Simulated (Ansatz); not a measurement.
Theory: Ansatz 0.2.0, DFT PBE, scalar-relativistic, plane waves, PAW. All cells share a 420 eV cutoff and Γ-centred k meshes spaced at most about 0.3 Å⁻¹ (about 0.25 or finer for metals, 2π included). No spin polarisation in the final relaxations.

Each of these unrelaxed guesses is relaxed in cell and atoms within its symmetry. A guess keeps its type if space group and coordination stay and the shape of the cell changes little (axis ratios within about 15 %, angles within 6°); the volume may change.

1. KRe3

```
K Re
1.0
     4.27821    0.00000    0.00000
     0.00000    4.27821    0.00000
     0.00000    0.00000    5.60307
K Re
1 3
Direct
  0.00000 0.00000 0.50000
  0.50000 0.50000 0.30973
  0.50000 0.50000 0.69027
  0.00000 0.00000 0.00000
```

2. Li3NiH6 (collinear spin from parallel moments)

```
Li Ni H
1.0
     4.73433    0.00000    0.00000
     0.00000    4.73433    0.00000
     0.00000    0.00000    4.73433
Li Ni H
3 1 6
Direct
  0.50000 0.00000 0.00000
  0.00000 0.50000 0.00000
  0.00000 0.00000 0.50000
  0.00000 0.00000 0.00000
  0.12947 0.50000 0.50000
  0.87053 0.50000 0.50000
  0.50000 0.12947 0.50000
  0.50000 0.87053 0.50000
  0.50000 0.50000 0.12947
  0.50000 0.50000 0.87053
```

3. Hf7S

```
Hf S
1.0
     6.49381    0.00000    0.00000
    -3.24690    5.62380    0.00000
     0.00000    0.00000    5.45894
Hf S
7 1
Direct
  0.50048 0.00097 0.50000
  0.99903 0.49951 0.50000
  0.50048 0.49951 0.50000
  0.16737 0.83263 0.00000
  0.66526 0.83263 0.00000
  0.16737 0.33474 0.00000
  0.66667 0.33333 0.00000
  0.00000 0.00000 0.50000
```

Problem. Which guesses survive the relaxation?

Solution. Guesses 2 and 3 keep their type.

```tsv
guess	kept	start group	end group	V start (Å³/atom)	V end	b/a and c/a, end over start	nearest neighbours start	nearest neighbours end
1	no	P4/mmm	P4/mmm	25.6	21.2	1.00, 2.11	K 10, Re 1/2	K 4, Re 5/8
2	yes	Pm-3m	Pm-3m	10.6	11.5	1.00, 1.00	H 1, Li 10, Ni 6	H 1, Li 10, Ni 6
3	yes	P-6m2	P-6m2	24.9	21.2	1.00, 0.98	Hf 12, S 12	Hf 12, S 12
```

Neighbours count within 15 % of an atom's shortest distance; end groups are read at 0.02 Å (0.05 Å in metals).

These runs have no spin–orbit coupling, which can matter for Hf and Re. Trial moments died out on the coarse mesh in Li3NiH6 Pm-3m; another magnetic start might hold. Cells relaxed within their symmetry can be saddle points.

In counts of neighbours, a slash parts the counts of unlike sites.
